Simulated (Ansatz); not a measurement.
AlFe (R-3m); stretched by 2 % along (1, 1, 1) at fixed volume; anisotropy by the force theorem.

```
Al Fe
1.0
     2.91029    0.02896    0.02896
     0.02896    2.91029    0.02896
     0.02896    0.02896    2.91029
Al Fe
1 1
Direct
  0.00000 0.00000 0.00000
  0.50000 0.50000 0.50000
```

The source of the geometry is a structure as deposited in COD, strained as stated; atoms and cell stay fixed.

Functional, mesh and filling: LDA, 10×10×10 k mesh, Fermi–Dirac smearing of 0.05 eV. AE-PAW is all-electron PAW in Ansatz 0.2.0 on datasets made for the crystal. Site moments are integrated in spheres about the atoms. Start moments (μB): Fe2 0.8.

Iteration by iteration:

```csv
iteration,Harris–Foulkes energy less the last (meV),density residual (eV),M (μB),∫|m| (μB)
1,-2125.376,1.3e+01,0.6239,0.6701
2,-613.549,2.8e-01,0.7076,0.7779
3,-137.075,7.2e-01,0.7623,0.8333
4,72.415,4.6e-02,0.7324,0.8196
5,22.093,8.4e-03,0.7328,0.8208
6,-0.273,2.0e-03,0.7273,0.8186
7,0.506,4.7e-05,0.7297,0.8217
8,0.306,1.2e-05,0.7310,0.8238
9,0.198,1.0e-06,0.7320,0.8253
10,0.124,3.0e-07,0.7327,0.8264
11,0.078,8.1e-08,0.7333,0.8273
12,0.049,2.6e-08,0.7338,0.8280
13,0.026,1.7e-08,0.7341,0.8285
14,0.000,1.4e-06,0.7353,0.8304
15,-0.007,3.7e-05,0.7353,0.8306
16,0.000,2.2e-07,0.7357,0.8311
17,0.000,5.4e-09,0.7358,0.8313
18,0.000,2.4e-09,0.7358,0.8313
```

Site moments (μB): Al1 -0.03, Fe2 0.76. Cell moment 0.74 μB.

The Ansatz runs typed with the search for lower states off end where their start leads. The program couldn't verify every level among the many empty bands that the force theorem sums over. These are results for the start and cell typed. The real compound can order otherwise, in a larger cell, or not at all, since semilocal functionals at zero temperature often overstate magnetism.
